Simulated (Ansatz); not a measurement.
# Profile along the V–V line in V (bcc, W type)

V (bcc, W type), conventional cell a = b = c = 2.997 Å, α = β = γ = 90.00°. The calculation uses the primitive cell of 1 atom, to which meshes and values per cell refer.

Fields along a shortest V–V line of a {211} plane (2.60 Å), from V to V, interpolated on the slice's grid (step about 0.2 Å). Level of theory: PBE (plane waves to 420 eV, PAW, scalar-relativistic; Ansatz, a first-principles code). k mesh 22×22×22. Near the nuclei the fields are pseudised (PAW); where an atom keeps semicore shells as valence, they peak there. The PAW data are Ansatz's earlier set. V is run without spin polarisation. V was relaxed with its symmetry unable to fall.

| distance from V (Å) | valence electron density (e/Å³) | electron localisation function |
|---|---|---|
| 0.00 | 17.04 | x |
| 0.13 | 15.84 | x |
| 0.26 | 12.76 | x |
| 0.39 | 8.92 | x |
| 0.52 | 5.45 | 0.67 |
| 0.65 | 2.84 | 0.57 |
| 0.78 | 1.28 | 0.39 |
| 0.91 | 0.60 | 0.23 |
| 1.04 | 0.39 | 0.17 |
| 1.17 | 0.31 | 0.20 |
| 1.30 | 0.29 | 0.22 |
| 1.43 | 0.31 | 0.20 |
| 1.56 | 0.39 | 0.17 |
| 1.69 | 0.60 | 0.23 |
| 1.82 | 1.28 | 0.39 |
| 1.95 | 2.84 | 0.57 |
| 2.08 | 5.45 | 0.67 |
| 2.21 | 8.92 | x |
| 2.34 | 12.76 | x |
| 2.47 | 15.84 | x |
| 2.60 | 17.04 | x |

x: too close to a nucleus for the ELF to mean much.

Density on the V–V line (2.60 Å) at its midpoint: 0.29 e/Å³. ELF at that point: 0.2.
